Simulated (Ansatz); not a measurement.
Input:

Na:
```
Na
1.0
   -2.08567     2.08567     2.08567
    2.08567    -2.08567     2.08567
    2.08567     2.08567    -2.08567
Na
1
Cartesian
  0.00000   0.00000   0.00000
```

This is the PBEsol-relaxed structure.

**Question.** All from plane-wave PAW PBEsol (Ansatz code), unless another level is named. Predict the Hill bulk and shear moduli.

**Answer.** 7.9 and 2.8 GPa.

**Question.** Next, the elastic constants (relaxed ions, GPa)?

**Answer.** C11 = 8.8, C12 = 7.4, C44 = 6.4.

Space group Im-3m (bcc (W type)). Symmetry was held in the PBEsol relaxation; phonons on a q-mesh show no instability. As this level gives no gap, shear constants depend on the k-mesh and smearing (Fermi–Dirac, 0.1 eV here).

Potentials: the earlier of the program's two PAW sets.
